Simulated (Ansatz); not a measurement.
Hf2C:
```yaml
crystal:
  lattice:
    - [3.60712, 0.00000, 0.00000]
    - [0.00000, 3.60712, 0.00000]
    - [0.00000, 0.00000, 6.85439]
  atoms:
    - { symbol: Hf, position: [0.00000, 0.00000, 0.00000] }
    - { symbol: Hf, position: [0.50000, 0.50000, 0.00000] }
    - { symbol: Hf, position: [0.50000, 0.00000, 0.36915] }
    - { symbol: Hf, position: [0.00000, 0.50000, 0.63085] }
    - { symbol: C, position: [0.50000, 0.00000, 0.72855] }
    - { symbol: C, position: [0.00000, 0.50000, 0.27145] }
```

Relaxed with r²SCAN. Special points in fractions of this cell's reciprocal vectors: Γ (0.000, 0.000, 0.000); X (0.000, 0.500, 0.000); M (0.500, 0.500, 0.000); Z (0.000, 0.000, 0.500); R (0.000, 0.500, 0.500); A (0.500, 0.500, 0.500).

### Question
List the band energies nearest the Fermi level at these points for r²SCAN in the plane-wave PAW code Ansatz.

### Answer
In eV from the Fermi level; about four levels below and three above (degenerate sets whole), none deeper than 8.9 eV; points with the same levels are listed once.

```json
[
 {"k": "Γ", "below": "-2.17 -1.87 -1.09 -1.09", "above": "1.11 1.22 1.22"},
 {"k": "X", "below": "-1.56 -1.56 -0.02 -0.02", "above": "1.48 1.48 3.02 3.02"},
 {"k": "M", "below": "-0.51 -0.51 -0.22 -0.22", "above": "4.01 4.01 4.01 4.01"},
 {"k": "Z", "below": "-1.82 -1.59 -1.59 -1.15", "above": "0.22 0.88 0.88"},
 {"k": "R", "below": "-2.91 -2.91 -1.44 -1.44", "above": "0.77 0.77 1.42 1.42"},
 {"k": "A", "below": "-0.90 -0.90 -0.87 -0.87", "above": "3.89 3.89 4.35 4.35"}
]
```

Space group P4/nmm. The cell is a constructed one: a structure type filled with these elements; neither database checked (COD, Materials Project) lists it. Its standing as an ambient phase is unchecked. The cell was relaxed with r²SCAN under the symmetry of its start; its stability against distortions is not shown here. No spin polarisation was allowed. Spin–orbit coupling is left out wherever it is not named.

Potentials: the earlier of the program's two PAW sets.
